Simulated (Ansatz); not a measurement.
Input:

GaN (wurtzite)

```
GaN
1.0
    3.21838     0.00000     0.00000
   -1.60919     2.78720     0.00000
    0.00000     0.00000     5.24320
Ga N
2 2
Cartesian
  1.60919   0.92907   0.00505
  0.00000   1.85813   2.62665
  1.60919   0.92907   3.27300
  0.00000   1.85813   0.65140
```

A phonon eigenvector at Γ is frozen into this cell: atom i moves by Q times the vector below, so Q is the largest atomic displacement, in Å. The cell is held.

```
atom      x      y       z
----  -----  -----  ------
Ga1   0.000  0.000  -0.201
Ga2   0.000  0.000  -0.201
N3    0.000  0.000   1.000
N4    0.000  0.000   1.000
```

Calculation: PBE (plane waves to 420 eV, PAW, scalar-relativistic; Ansatz, a program for electronic structure). k mesh 12×12×6 (Γ-centred), Fermi-Dirac smearing 0.05 eV. E stands for the smeared free energy. GaN was relaxed with its symmetry unable to fall. The zero of ΔE is the undisplaced structure.

The scan covers Q from -0.280 to 0.280 Å in 13 points.

Task: Which space group does the distorted structure have?

Result: P6_3mc (No. 186), as undistorted: a fully symmetric mode.

Task: Is the energy the same for displacements of ±0.280 Å, and if not, which side lies higher?

Result: Not even: the positive side lies higher at ±0.280 Å.

Task: What is the energy change at Q = 0.280 Å?

Result: 2217 meV/cell.

Task: What harmonic wavenumber does the curvature at Q = 0 give?

Result: 501 cm⁻¹.

(A displaced cell: forces are minus the slopes of the energy, force constants its curvatures, and phonons follow from these.)
